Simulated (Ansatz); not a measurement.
Given:

VAg3O4:
```cif
data_Ag6O8V2
_chemical_formula_sum 'V2 Ag6 O8'
_space_group_name_H-M_alt 'I-42m'
_space_group_IT_number 121
_space_group_name_Hall 'I -4 2'
_cell_length_a 4.92542
_cell_length_b 4.92542
_cell_length_c 9.71793
_cell_angle_alpha 90.000
_cell_angle_beta 90.000
_cell_angle_gamma 90.000
loop_
_atom_site_label
_atom_site_type_symbol
_atom_site_symmetry_multiplicity
_atom_site_Wyckoff_symbol
_atom_site_fract_x
_atom_site_fract_y
_atom_site_fract_z
_atom_site_occupancy
V1 V 2 a 0.00000 0.00000 0.00000 1
Ag1 Ag 4 d 0.00000 0.50000 0.25000 1
Ag2 Ag 2 b 0.00000 0.00000 0.50000 1
O1 O 8 i 0.20279 0.20279 0.10231 1
```
(The calculation used a cell of 8 atoms; values per cell refer to that cell.)

This is the PBEsol-relaxed structure.

### Question
All from PBEsol (plane waves, PAW; program Ansatz), unless another level is named. Give the hole effective mass.

### Answer
0.94, 1.8, 1.9 mₑ (principal values).

### Question
Next, the gap with spin–orbit coupling?

### Answer
0.32 eV.

### Question
Next, the smallest direct gap on the standard path?

### Answer
0.60 eV.

### Question
Next, the conduction-band minimum?

### Answer
at Γ.

The first step of the workflow began from a Materials Project structure, measured or hypothetical; the Crystallography Open Database files this formula in space group No. 121, but the cells were not matched. Whether it is the stable phase at ambient conditions was not checked. The PBEsol relaxation kept the symmetry of its start; whether a distortion lowers the energy is not shown. No spin polarisation was allowed. No Hubbard U is applied. Scalar-relativistic: spin–orbit coupling is off unless named, which matters more the heavier the elements.

Potentials: the later of the program's two PAW sets.
